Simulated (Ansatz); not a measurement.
## Property card for GePt

GePt:
```
CELL_PARAMETERS angstrom
      3.15866     0.00000     0.00000
      0.00000     3.15866     0.00000
      0.00000     0.00000     3.15866
ATOMIC_POSITIONS crystal
  Pt 0.00000 0.00000 0.00000
  Ge 0.50000 0.50000 0.50000
```

Space group Pm-3m (No. 221), CsCl type; conventional cell a = b = c = 3.1587 Å, α = β = γ = 90.00°.

Method: r²SCAN (plane waves, PAW; program Ansatz). Structure relaxed to zero pressure with the same functional. Other levels are named where they apply.

Cell and energy:

```
Item                                                         Result
-----------------------------------------------------  ------------
Volume per atom                                            15.76 Å³
Density                                                 14.11 g/cm³
Formation energy from the elements (no fitted shifts)  -25 meV/atom
```

Electronic structure:

```
Item                                                                        Result
------------------------------------  --------------------------------------------
Electronic character                                             metallic (no gap)
Density of states at the Fermi level  0.42 states/eV per atom (mean over ±0.08 eV)
Gap with spin–orbit coupling                                       none (metallic)
```

Mechanics:

```
Item                                                                          Result
--------------------------------------------  --------------------------------------
Bulk modulus (Birch–Murnaghan fit)                                           162 GPa
Pressure derivative B′                                                           5.3
Elastic constants (relaxed ions, GPa)                C11 = 173, C12 = 149, C44 = 3.2
Mechanical stability                          stable (all eigenvalues of C positive)
Hill bulk and shear moduli                                           157 and 5.7 GPa
Young's modulus                                                             16.8 GPa
Poisson's ratio                                                                 0.48
Debye temperature from the elastic constants                                  86.0 K
```

Charges:

```
Property                      Value
-------------  --------------------
Bader charges  Pt -0.55, Ge +0.55 e
```

The cell is a constructed one: a structure type filled with these elements; neither database checked (COD, Materials Project) lists it. COD files the formula under space group No. 62. Whether it is the stable phase at ambient conditions was not checked. The r²SCAN relaxation kept the symmetry of its start; its stability against distortions is not shown here. The run is not spin-polarised. As this level gives no gap, shear constants depend on the k-mesh and smearing (Fermi–Dirac, 0.1 eV here). The references are the lowest solids computed at this level, not always the standard phases. Scalar-relativistic: spin–orbit coupling is off unless named, which matters more the heavier the elements.

Potentials: the earlier of the program's two PAW sets.
